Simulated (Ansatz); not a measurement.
LaTl, DFT, PBEsol, PAW with Ansatz's default frozen-core files, scalar-relativistic (Ansatz 0.2.0), run on 1 thread of Intel(R) Xeon(R) 6975P-C (Granite Rapids) on a shared host.

The cell is COD entry 1523872, as deposited and not checked against the literature; nothing was relaxed.

Command: `ansatz run input.yaml --threads 1 --pin off --max-ram 3072MiB --backend cpu --events-out ev --progress --plain --runs-dir out`

```yaml
crystal:
  lattice:
    - [3.936, 0.0, 0.0]
    - [0.0, 3.936, 0.0]
    - [0.0, 0.0, 3.936]
  atoms:
    - { symbol: La, position: [0.0, 0.0, 0.0] }
    - { symbol: Tl, position: [0.5, 0.5, 0.5] }
kpoints:
  mp_grid: { grid: [10, 10, 10] }
  band_path:
    path:
      - [0.0, 0.0, 0.0]
      - [0.0, 0.5, 0.0]
      - [0.5, 0.5, 0.0]
      - [0.0, 0.0, 0.0]
      - [0.5, 0.5, 0.5]
      - [0.0, 0.5, 0.0]
      - [0.5, 0.5, 0.5]
      - [0.5, 0.5, 0.0]
    npoints: 14
scf:
  occupations: { method: fermi_dirac, width: 0.05 }
hamiltonian:
  xc: pbesol
  pseudopotentials: { kind: paw }
output:
  forces: true
  stress: true
  eigenvalues: true
  efg: { contact_densities: true }
  populations: true
  bader: true
  dos: { projected: true, de: 0.2, e_range: [-14, 8] }
  write_density: true
  write_potential: true
  elf: true
  volumetric_format: npy
```

**Question.** How large is the problem that the program sets up?

**Answer.** 56 irreducible k-points, 1213 plane waves at Γ, 16 bands.

**Question.** Estimate the wall time and the peak memory.

**Answer.** 14 s of wall time for 6 SCF iterations, with a peak of 0.5 GiB. Times on shared machines scatter by tens of per cent.

**Question.** And the same cell and mesh by full-potential LAPW, asked for forces, stress, eigenvalues, fatbands, populations, dos and the same band path, on the same hardware?

**Answer.** 31 s, peak memory 0.47 GiB.

**Question.** And the same cell and mesh by crystal-made all-electron datasets, asked for forces, stress, eigenvalues, efg and the same band path, on the same hardware?

**Answer.** 13 s, peak memory 0.53 GiB.
